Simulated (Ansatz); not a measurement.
MgO (CsCl type, Pm-3m), the program Ansatz at the PBEsol level (PAW). The conduction-band minimum lies at Γ, with 1 equivalent valley. Second derivatives d²E/dk² of the lowest band at one valley (eV·Å²), along Cartesian directions:

```
direction  d²E/dk²
---------  -------
[100]        27.92
[010]        27.92
[001]        27.92
[110]        27.93
[101]        27.93
[011]        27.93
```

Find the principal effective masses, the density-of-states mass and the conductivity mass.

Off-diagonal terms follow from H_xy = H[110] − (H_xx + H_yy)/2, and m*/mₑ = 7.620 eV·Å² over each eigenvalue: 0.27, 0.27, 0.27. One valley's DOS mass (m₁m₂m₃)^(1/3) = 0.27, conductivity mass 3/(Σ 1/mᵢ) = 0.27 mₑ.

What effective density of states Nc follows at 300 K for parabolic valleys?

Nc = 2.509e19 × 1 × (0.27)^(3/2) ≈ 3.5e18 cm⁻³.

With the computed static dielectric constant 82.0 (mean of the diagonal), estimate a hydrogenic donor's binding energy and radius.

E = 13.606 eV × 0.27/82.0² ≈ 0.55 meV; a = 0.529 Å × ε/m* ≈ 160 Å. Semilocal masses tend to be too small when the gap is underestimated.

With ε∞ = 3.78 and ω_LO = 596 cm⁻¹, what Fröhlich coupling constant follows?

α = (1/ε∞ − 1/ε0) √(m* × 13.606 eV/ħω_LO) = 1.8.

This is a known high-pressure phase of the composition, computed here at zero pressure and temperature. Symmetry was held in the PBEsol relaxation. At this level the phase is dynamically unstable (imaginary phonons).

Potentials: the earlier of the program's two PAW sets. The files were generated under PBE; for other functionals the program regenerates the frozen cores, and for LDA and PBEsol the local potential too.
